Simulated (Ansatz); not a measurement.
Sr₂Cu₃Se₂O₂: relaxation (Ansatz)

The input file (Ansatz 0.2.0, plane waves):

```yaml
crystal:
  lattice:
    - [0.0, 3.98309376, 0.0]
    - [3.98309376, 0.0, 0.0]
    - [1.99154738, 1.99154738, -9.25535849]
  atoms:
    - { symbol: Sr, position: [0.5921, 0.5921, 0.8158] }
    - { symbol: Sr, position: [0.4079, 0.4079, 0.1842] }
    - { symbol: Cu, position: [0.0, 0.0, 0.0] }
    - { symbol: Se, position: [0.171, 0.171, 0.658] }
    - { symbol: Se, position: [0.829, 0.829, 0.342] }
    - { symbol: Cu, position: [0.25, 0.75, 0.5] }
    - { symbol: Cu, position: [0.75, 0.25, 0.5] }
    - { symbol: O, position: [0.0, 0.5, 0.0] }
    - { symbol: O, position: [0.5, 0.0, 0.0] }
  symmetry: { tolerance: 0.0003 }
kpoints:
  mp_grid: { grid: [6, 6, 6], shift: [0, 0, 0] }
magnetization:
  spin_polarized: false
scf:
  occupations: { method: fermi_dirac }
  lower_state_search: "off"
hamiltonian:
  pseudopotentials: { kind: paw }
  xc: pbesol
basis:
  ecutwfc: 420
  fft_grid_basis: typed
relax:
  max_steps: 80
  cell: { p_target: 20.0 }
output:
  forces: true
  stress: true
  eigenvalues: true
  populations: true
  elf: true
  write_potential: true
  volumetric_format: npy
  dos:
    e_range: [-12, 8]
    de: 0.05
    projected: { site_lists: { Cu: [Cu], O: [O], Se: [Se], Sr: [Sr] } }
  write_density: true
  bader: false
checkpoint:
  read: saved_state
```

Launch command:

```bash
ansatz run input.yaml --threads 2 --pin off --max-ram 3584MiB --backend cpu --events-out ev --progress --plain --runs-dir out
```

Origin of the cell: a known structure type with other elements, at an estimated volume, so it need not be a known compound.

The smearing width isn't typed, so it takes its default of 0.1 eV.

The saved state is a converged single point of the same cell.

Steps («new basis» is an SCF on plane waves selected anew at the same cell):

```json
{"step": "1", "ΔH (meV/atom)": "0.0", "max force component (eV/Å)": "0.893", "P (GPa)": "-1.88", "volume (Å³)": "146.84", "SCF iterations": "10", "step was": "accepted"}
{"step": "2", "ΔH (meV/atom)": "-187.0", "max force component (eV/Å)": "0.161", "P (GPa)": "11.15", "volume (Å³)": "130.67", "SCF iterations": "11", "step was": "accepted"}
{"step": "3", "ΔH (meV/atom)": "-210.5", "max force component (eV/Å)": "0.596", "P (GPa)": "23.36", "volume (Å³)": "119.74", "SCF iterations": "11", "step was": "accepted"}
{"step": "4", "ΔH (meV/atom)": "-216.1", "max force component (eV/Å)": "0.206", "P (GPa)": "19.98", "volume (Å³)": "122.70", "SCF iterations": "10", "step was": "accepted"}
{"step": "5", "ΔH (meV/atom)": "-216.5", "max force component (eV/Å)": "0.091", "P (GPa)": "20.21", "volume (Å³)": "122.44", "SCF iterations": "8", "step was": "accepted"}
{"step": "6", "ΔH (meV/atom)": "-216.6", "max force component (eV/Å)": "0.013", "P (GPa)": "19.95", "volume (Å³)": "122.50", "SCF iterations": "8", "step was": "accepted"}
{"step": "7", "ΔH (meV/atom)": "-216.6", "max force component (eV/Å)": "0.000", "P (GPa)": "20.00", "volume (Å³)": "122.48", "SCF iterations": "7", "step was": "accepted"}
{"step": "8", "ΔH (meV/atom)": "-214.5", "max force component (eV/Å)": "0.001", "P (GPa)": "19.80", "volume (Å³)": "122.48", "SCF iterations": "10", "step was": "new basis"}
{"step": "9", "ΔH (meV/atom)": "-214.5", "max force component (eV/Å)": "0.000", "P (GPa)": "20.00", "volume (Å³)": "122.33", "SCF iterations": "7", "step was": "accepted"}
{"step": "10", "ΔH (meV/atom)": "-214.5", "max force component (eV/Å)": "0.000", "P (GPa)": "20.00", "volume (Å³)": "122.33", "SCF iterations": "7", "step was": "new basis"}
```

Step 1, with forces in eV/Å:

```xyz
9
Lattice="0.000 3.983 0.000 3.983 0.000 0.000 1.992 1.992 -9.255" Properties=species:S:1:pos:R:3:forces:R:3 pbc="T T T" step=1
Sr    3.983    3.983   -7.551    0.000    0.000   -0.893
Sr    1.992    1.992   -1.705    0.000    0.000    0.893
Cu    0.000    0.000    0.000    0.000    0.000    0.000
Se    1.992    1.992   -6.090    0.000    0.000    0.006
Se    3.983    3.983   -3.165    0.000    0.000   -0.006
Cu    3.983    1.992   -4.628    0.000    0.000    0.000
Cu    1.992    3.983   -4.628    0.000    0.000    0.000
O     1.992    0.000    0.000    0.000    0.000    0.000
O     0.000    1.992    0.000    0.000    0.000    0.000
```

Step 2, with forces in eV/Å:

```xyz
9
Lattice="0.000 3.852 0.000 3.852 0.000 0.000 1.926 1.926 -8.805" Properties=species:S:1:pos:R:3:forces:R:3 pbc="T T T" step=2
Sr    3.852    3.852   -7.227    0.000    0.000    0.161
Sr    1.926    1.926   -1.578    0.000    0.000   -0.161
Cu    0.000    0.000    0.000    0.000    0.000    0.000
Se    1.926    1.926   -5.858    0.000    0.000   -0.080
Se    3.852    3.852   -2.946    0.000    0.000    0.080
Cu    3.852    1.926   -4.402    0.000    0.000    0.000
Cu    1.926    3.852   -4.402    0.000    0.000    0.000
O     1.926    0.000    0.000    0.000    0.000    0.000
O     0.000    1.926    0.000    0.000    0.000    0.000
```

Step 3, with forces in eV/Å:

```xyz
9
Lattice="0.000 3.786 0.000 3.786 0.000 0.000 1.893 1.893 -8.353" Properties=species:S:1:pos:R:3:forces:R:3 pbc="T T T" step=3
Sr    3.786    3.786   -6.769    0.000    0.000   -0.596
Sr    1.893    1.893   -1.584    0.000    0.000    0.596
Cu    0.000    0.000    0.000    0.000    0.000    0.000
Se    1.893    1.893   -5.622    0.000    0.000    0.266
Se    3.786    3.786   -2.732    0.000    0.000   -0.266
Cu    3.786    1.893   -4.177    0.000    0.000    0.000
Cu    1.893    3.786   -4.177    0.000    0.000    0.000
O     1.893    0.000    0.000    0.000    0.000    0.000
O     0.000    1.893    0.000    0.000    0.000    0.000
```

Step 4, with forces in eV/Å:

```xyz
9
Lattice="0.000 3.806 0.000 3.806 0.000 0.000 1.903 1.903 -8.469" Properties=species:S:1:pos:R:3:forces:R:3 pbc="T T T" step=4
Sr    3.806    3.806   -6.922    0.000    0.000    0.206
Sr    1.903    1.903   -1.546    0.000    0.000   -0.206
Cu    0.000    0.000    0.000    0.000    0.000    0.000
Se    1.903    1.903   -5.676    0.000    0.000    0.035
Se    3.806    3.806   -2.793    0.000    0.000   -0.035
Cu    3.806    1.903   -4.234    0.000    0.000    0.000
Cu    1.903    3.806   -4.234    0.000    0.000    0.000
O     1.903    0.000    0.000    0.000    0.000    0.000
O     0.000    1.903    0.000    0.000    0.000    0.000
```

Step 5, with forces in eV/Å:

```xyz
9
Lattice="0.000 3.809 0.000 3.809 0.000 0.000 1.904 1.904 -8.441" Properties=species:S:1:pos:R:3:forces:R:3 pbc="T T T" step=5
Sr    3.809    3.809   -6.884    0.000    0.000    0.002
Sr    1.904    1.904   -1.557    0.000    0.000   -0.002
Cu    0.000    0.000    0.000    0.000    0.000    0.000
Se    1.904    1.904   -5.648    0.000    0.000   -0.091
Se    3.809    3.809   -2.793    0.000    0.000    0.091
Cu    3.809    1.904   -4.220    0.000    0.000    0.000
Cu    1.904    3.809   -4.220    0.000    0.000    0.000
O     1.904    0.000    0.000    0.000    0.000    0.000
O     0.000    1.904    0.000    0.000    0.000    0.000
```

Step 8, with forces in eV/Å:

```xyz
9
Lattice="0.000 3.811 0.000 3.811 0.000 0.000 1.906 1.906 -8.433" Properties=species:S:1:pos:R:3:forces:R:3 pbc="T T T" step=8
Sr    3.811    3.811   -6.878    0.000    0.000   -0.001
Sr    1.906    1.906   -1.556    0.000    0.000    0.001
Cu    0.000    0.000    0.000    0.000    0.000    0.000
Se    1.906    1.906   -5.650    0.000    0.000    0.000
Se    3.811    3.811   -2.784    0.000    0.000    0.000
Cu    3.811    1.906   -4.217    0.000    0.000    0.000
Cu    1.906    3.811   -4.217    0.000    0.000    0.000
O     1.906    0.000    0.000    0.000    0.000    0.000
O     0.000    1.906    0.000    0.000    0.000    0.000
```

Step 10, with forces in eV/Å:

```xyz
9
Lattice="0.000 3.810 0.000 3.810 0.000 0.000 1.905 1.905 -8.426" Properties=species:S:1:pos:R:3:forces:R:3 pbc="T T T" step=10
Sr    3.810    3.810   -6.871    0.000    0.000    0.000
Sr    1.905    1.905   -1.555    0.000    0.000    0.000
Cu    0.000    0.000    0.000    0.000    0.000    0.000
Se    1.905    1.905   -5.645    0.000    0.000    0.000
Se    3.810    3.810   -2.780    0.000    0.000    0.000
Cu    3.810    1.905   -4.213    0.000    0.000    0.000
Cu    1.905    3.810   -4.213    0.000    0.000    0.000
O     1.905    0.000    0.000    0.000    0.000    0.000
O     0.000    1.905    0.000    0.000    0.000    0.000
```

```
Enthalpy lowered by     : 214.5 meV/atom
Volume change           : -16.69 %
Final pressure          : 20.00 GPa
Relaxation steps listed : 10
```

Caveats: no moments, though an odd count or open d shells may carry them; the relaxation held the start's symmetry, so the end may be a saddle point.

It ran for 2.1 min on 2 threads of Arm Neoverse V2 (shared host), peak memory 0.63 GiB, from a saved density.
